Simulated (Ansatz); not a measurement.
A relaxed structure of TaSi₂. All values below come from PBE (plane waves to 420 eV, PAW, scalar-relativistic; Ansatz, an electronic-structure program).

```
CELL_PARAMETERS angstrom
      6.42864     0.00000     0.00000
     -3.21432     5.56737     0.00000
      0.00000     0.00000     6.32673
ATOMIC_POSITIONS crystal
  Ta 0.50000 0.00000 0.50000
  Ta 0.50000 0.50000 0.83333
  Ta 0.00000 0.50000 0.16667
  Si 0.10792 0.21585 0.00000
  Si 0.89208 0.10792 0.33333
  Si 0.78415 0.89208 0.66667
  Si 0.89208 0.78415 0.00000
  Si 0.10792 0.89208 0.33333
  Si 0.21585 0.10792 0.66667
```

### Question
Determine the symmetry and give the standard cell with its independent sites.

### Answer
Space group P6₂22 (No. 180); a = 6.4286 Å, b = 6.4286 Å, c = 6.3267 Å, α = 90.00°, β = 90.00°, γ = 120.00°

| atom | site | symmetry | x | y | z |
|---|---|---|---|---|---|
| Ta | 3d | 222 | 0.5000 | 0.0000 | 0.5000 |
| Si | 6i | ..2 | 0.1079 | 0.2158 | 0.0000 |

### Question
Give the shortest distances between elements (the closest pairs, up to four, under 3.6 Å).

### Answer
Si–Si 2.40 Å; Si–Ta 2.49 Å.

```json
{
 "volume_per_atom": "25.16 Å³",
 "density": "5.22 g/cm³",
 "band_gap": "zero (metallic)"
}
```

No spin polarisation in the result. The relaxed primitive cell holds an odd number of electrons. A magnetic state may lie lower.

The run could not lose the symmetry of its start.

The first start was generated by placing the elements on the sites of a structure type. A measured structure of TaSi2 has the same space group, P6₂22 (No. 180); the sites were not compared with it. Another known form has space group No. 181.
